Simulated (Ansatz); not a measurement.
# One slab under several functionals: bcc Cs (110), 1 layer

All-electron LAPW in Ansatz 0.2.0, scalar-relativistic, no spin–orbit coupling; no spin polarisation. Each functional has its own bulk lattice constant and relaxed 1×1 slab, with 16 to 20 Å of vacuum and a dipole correction.

| functional | area (Å²) | γ (J/m²) | Φ (eV) |
| --- | --- | --- | --- |
| PBEsol | 25.84 | 0.08 | ? |
| PBE | 26.78 | 0.06 | ? |

Fill in "Φ (eV)" for the row "PBE".

2.12.

Give the missing entry: row "PBEsol", column "Φ (eV)".

2.19.
